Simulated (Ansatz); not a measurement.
MgS (rock salt, Fm-3m) at seven volumes, plane-wave PAW PBE (Ansatz code), scaled uniformly. One row is withheld.

| V (Å³/atom) | P (GPa) |
|---|---|
| 16.270 | 8.46 |
| 16.806 | ? |
| 17.343 | 2.40 |
| 17.879 | 0.00 |
| 18.415 | -2.06 |
| 18.952 | -3.82 |
| 19.488 | -5.34 |

Fit the shown pressures and predict the withheld one.

P = (3/2)B₀(x^(7/2) − x^(5/2))[1 + (3/4)(B′ − 4)(x − 1)] with x = (V₀/V)^(2/3). Least squares on the six rows gives V₀ = 17.879 Å³/atom, B₀ = 73.9 GPa, B′ = 4.10. At V = 16.806, x = 1.0421 and P = 5.19 GPa. The run itself gave 5.19 GPa.

The PBE relaxation kept the symmetry of its start; phonons on a q-mesh show no instability.

Potentials: the later of the program's two PAW sets.
